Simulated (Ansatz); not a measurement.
**Question.** Name crystals whose computed values (plane-wave PAW LDA (Ansatz code)) fall in these windows: electron conductivity mass (mₑ) 0.57 to 0.83; Θ_D (K) 200 to 260; G_Hill (GPa) 24 to 30.

**Answer.** 

```
crystal         electron conductivity mass (mₑ)  Θ_D (K)  G_Hill (GPa)
--------------  -------------------------------  -------  ------------
PbF2, fluorite                             0.70      231          25.4
```
Others may fit too.

The cell was relaxed under the symmetry of its start. Spin–orbit coupling is left out wherever it is not named.

Potentials: the later of the program's two PAW sets.
